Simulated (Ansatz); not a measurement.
Starting cell, NiSi2 (fluorite type, space group Fm-3m):

```
NiSi2
1.0
    0.00000     2.69488     2.69488
    2.69488     0.00000     2.69488
    2.69488     2.69488     0.00000
Ni Si
1 2
Cartesian
  0.00000   0.00000   0.00000
  1.34744   1.34744   1.34744
  4.04232   4.04232   4.04232
```

Scan: atom 3 (Si, nearest neighbour Ni at 2.334 Å; its periodic images, 3.8 Å or more away, move with it) is displaced along Cartesian [111], direction (0.577, 0.577, 0.577) in Cartesian axes, by s. The other atoms stay.

Method: PBEsol (plane waves to 420 eV, PAW, scalar-relativistic; Ansatz, an electronic-structure program). k mesh 12×12×12 (Γ-centred), Fermi-Dirac smearing 0.05 eV. Energies are smeared free energies. With partly filled bands, energies and forces of such displacements shift with the k mesh and the smearing. On this mesh the relaxed cell isn't quite at rest: it carries a pressure of -0.1 GPa (compression positive) at the zero of the scan. NiSi2 is run without spin polarisation. NiSi2 was relaxed with its symmetry unable to fall. The PAW data are Ansatz's earlier set. ΔE is measured from the undisplaced structure.

Successive frames, forces in eV/Å:

| frame | ΔE (eV/cell) | F on Ni1 | F on Si2 | F on Si3 |
|---|---|---|---|---|
| s = -0.376 Å | 0.442 | (-0.438, -0.438, -0.438) | (-0.712, -0.712, -0.712) | (1.150, 1.150, 1.150) |
| s = -0.282 Å | 0.267 | (-0.435, -0.435, -0.435) | (-0.544, -0.544, -0.544) | (0.979, 0.979, 0.979) |
| s = -0.188 Å | 0.127 | (-0.365, -0.365, -0.365) | (-0.369, -0.369, -0.369) | (0.733, 0.733, 0.733) |

### Question
What are the energy and the forces in the next frame, s = -0.094 Å?

### Answer
ΔE (eV/cell) = 0.034.

```json
[
 {"atom": "Ni1", "Fx": "-0.224", "Fy": "-0.224", "Fz": "-0.224"},
 {"atom": "Si2", "Fx": "-0.176", "Fy": "-0.176", "Fz": "-0.176"},
 {"atom": "Si3", "Fx": "0.401", "Fy": "0.401", "Fz": "0.401"}
]
```

(A displaced cell: forces are minus the slopes of the energy, force constants its curvatures, and phonons follow from these.)
